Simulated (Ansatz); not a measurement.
Input and command of a plane-wave DFT calculation in Ansatz:

```yaml
crystal:
  lattice:
    - [3.347880589, 0.0, 0.0]
    - [0.0, 3.2778160922, 5.8582531483]
    - [0.0, -3.2778160922, 5.8582531483]
  atoms:
    - { symbol: Na, position: [0.0, 0.04356811, 0.5363677] }
    - { symbol: Na, position: [0.5, 0.93023343, 0.93023343] }
    - { symbol: Na, position: [0.0, 0.5363677, 0.04356811] }
    - { symbol: Mg, position: [0.0, 0.11265373, 0.11265373] }
    - { symbol: Bi, position: [0.5, 0.55359805, 0.55359805] }
    - { symbol: O, position: [0.0, 0.24266945, 0.76367503] }
    - { symbol: O, position: [0.5, 0.20516884, 0.20516884] }
    - { symbol: O, position: [0.0, 0.76367503, 0.24266945] }
    - { symbol: O, position: [0.5, 0.73700777, 0.73700777] }
basis:
  ecutwfc: 420
kpoints:
  mp_grid: { grid: [8, 6, 6] }
hamiltonian:
  xc: pbe
scf:
  occupations: { method: gaussian, width: 0.02 }
output:
  forces: true
  stress: true
  eigenvalues: true
  write_density: true
  write_potential: true
  elf: true
  volumetric_format: npy
relax:
  adjacent_minimum: "off"
  f_tol: 0.01
  max_steps: 80
  cell: { stress_tol: 0.05 }
```

```bash
ansatz run input.yaml --threads 1 --pin off --max-ram 2560MiB --backend cpu --events-out ev --progress --plain --runs-dir out
```

Processor: Arm Neoverse V2, 1 thread, on a host shared with other jobs.

Estimate time, memory and problem size.

About 2.9 min on 1 thread of Arm Neoverse V2, with other jobs on the host, peak memory 0.55 GiB. It solves 47 bands at 65 k points (the mesh reduced by the symmetry that the task leaves, which can be less than the crystal's) with about 2531 plane waves (on the last cell), in 34 SCF iterations over 5 ionic steps.
